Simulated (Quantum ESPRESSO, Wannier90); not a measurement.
**Ga₂AsP (R3m): Wannier90 run**

```
begin unit_cell_cart
ang
   -1.9651101380    3.4036706015    0.0000000000
   -3.9302202761    0.0000000000    0.0000000000
   -1.9651101380    1.1345568672    6.4172630000
end unit_cell_cart
begin atoms_frac
Ga  -0.0024430000 -0.0024430000  0.0073290000
Ga  -0.4975070000 -0.4975070000  0.4925210000
P   -0.3749770000 -0.3749770000  0.1249310000
As   0.1249300000  0.1249300000 -0.3747900000
end atoms_frac
```

Materials Project entry mp-1224789; symmetrised, unrelaxed at this level. Not found in the COD (Crystallography Open Database) copy used; not checked further. Level: LDA, no spin polarisation, no spin-orbit coupling; pw.x of Quantum ESPRESSO at 64 Ry with PseudoDojo potentials, 8×8×8 k-points, Wannier90. Density: 10×10×10 mesh, cold smearing 0.01 Ry. Spin-orbit coupling, left out, would split the p-like bands by a few tenths of an eV.

A tight-binding model is made by disentanglement and projection with no localisation steps (num_iter = 0), so the 16 orbitals stay atom-like: hydrogen-like Ga: s;p; P: s;p; As: s;p, axes along x, y, z; frozen window up to 2.30 eV relative to the valence-band maximum. It follows pw.x to 4.7 meV rms for states up to 1.8 eV relative to the valence-band maximum. Matrix elements depend on this choice of orbitals and windows.

Question: What are the on-site energies relative to the valence-band maximum, and how fast do the hoppings decay?

Answer: 
```
atom  orbitals  energy (eV)
----  --------  -----------
Ga1          s        -2.84
Ga1         pz         2.96
Ga1      px py         2.99
Ga2          s        -2.69
Ga2         pz         3.15
Ga2      px py         3.16
P3           s        -7.36
P3          pz         0.21
P3       px py         0.23
As4          s        -8.03
As4   pz px py         0.72
```

| distance of the centres (Å) | largest modulus (eV) |
|---|---|
| 2–3 | 2.7 |
| 3–4 | 0.75 |
| 4–5 | 0.19 |
| 5–6 | 0.15 |
| 6–7 | 0.20 |
| 7–8 | 0.052 |
| 8–9 | 0.061 |
| 9–10 | 0.018 |
| 10–11 | 0.012 |
| 11–12 | 0.0085 |
| 12–13 | 0.0052 |
